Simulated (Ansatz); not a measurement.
ZnGeO3:
```
CELL_PARAMETERS angstrom
      2.49084     1.43809     4.60991
     -2.49084     1.43809     4.60991
      0.00000    -2.87618     4.60991
ATOMIC_POSITIONS crystal
  Zn 0.36803 0.36803 0.36803
  Zn 0.63197 0.63197 0.63197
  Ge 0.15614 0.15614 0.15614
  Ge 0.84386 0.84386 0.84386
  O  0.78399 0.04627 0.43900
  O  0.21601 0.95373 0.56100
  O  0.04627 0.43900 0.78399
  O  0.95373 0.56100 0.21601
  O  0.43900 0.78399 0.04627
  O  0.56100 0.21601 0.95373
```

PBEsol in the plane-wave PAW code Ansatz gives a gap of 2.37 eV without spin–orbit coupling, maximum off the standard path, at k = (-0.052, 0.073, 0.250) in fractions of the reciprocal vectors, minimum at Γ.

What happens when spin–orbit coupling is switched on?

The gap stays essentially unchanged, to 2.37 eV; maximum off the standard path, at k = (-0.052, 0.073, 0.250) in fractions of the reciprocal vectors, minimum at Γ.

Give the electron effective mass with spin–orbit coupling.

0.23 mₑ (isotropic).

Space group R-3. The first step of the workflow began from a Materials Project structure, measured or hypothetical; the Crystallography Open Database copy checked does not list it. Whether it is the stable phase at ambient conditions was not checked. Symmetry was held in the PBEsol relaxation; whether a distortion lowers the energy is not shown.

Potentials: the later of the program's two PAW sets.
